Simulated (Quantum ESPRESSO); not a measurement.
Space group P-43m (No. 215); a = 5.455 Å, b = 5.455 Å, c = 5.455 Å, α = 90.00°, β = 90.00°, γ = 90.00°

```csv
atom,site,symmetry,x,y,z
Mg,1b,-43m,0.5000,0.5000,0.5000
S,4e,.3m,0.2437,0.2437,0.2437
Zn,3d,-42.m,0.0000,0.0000,0.5000
```

The geometry is that of Materials Project entry mp-1120718, symmetrised and not relaxed again.

### Question
What does norm-conserving LDA (Quantum ESPRESSO, 84 Ry, without SOC) give for the electronic structure near the Fermi level?

### Answer
The LDA gap is direct, 2.13 eV at Γ. 

The structure is a Materials Project entry; no match was found in the copy of COD used, and its stability was not checked.
